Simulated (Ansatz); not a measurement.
Values for one crystal, relaxed and computed with the program Ansatz at the PBEsol level (PAW); other levels are named.

```yaml
volume_per_atom: 13.37 Å³
electronic_character: metallic (no gap)
Bulk modulus (Birch–Murnaghan fit): 159 GPa
Pressure derivative B′: 5.4
Formation energy from the elements (no fitted shifts): 0.17 eV/atom
Density of states at the Fermi level: 0.73 states/eV per atom (mean over ±0.08 eV)
```

Task: Which compound is it?
(A) Mn3Sn, P-3m1 (Mn on 6i, Sn on 2d)
(B) Mg2Sn, Cmcm (Mg on 4c, Mg on 4c, Sn on 4c)
(C) Ag3Sn, Pmmn (Ag on 2b, Ag on 4e, Sn on 2a)
(D) SnAu, NiAs type

Result: A, Mn3Sn, P-3m1 (Mn on 6i, Sn on 2d)

The workflow started from an entry of the Crystallography Open Database (COD); the relaxed space group is not among those it files for this formula. COD files the formula under space group No. 194, so this cell is another polymorph or a model. Whether it is the stable phase at ambient conditions was not checked. The cell was relaxed with PBEsol under the symmetry of its start, as lowered by the spin order; its stability against distortions is not shown here. The final state is antiferromagnetic, chosen from 5 collinear starts compared on coarse meshes (ties went to the first, and starts can fall back to one state), not a proven ground state. The volume moved by -15 % from the start of the relaxation. Its formation energy is positive at this level, so the cell may be metastable or incomplete. The volume fell by over 15 % from the filed cell, which may lack light atoms or belong to other conditions. The references are the lowest solids computed at this level, not always the standard phases. Scalar-relativistic: spin–orbit coupling is off unless named, which matters more the heavier the elements.

Potentials: the later of the program's two PAW sets.
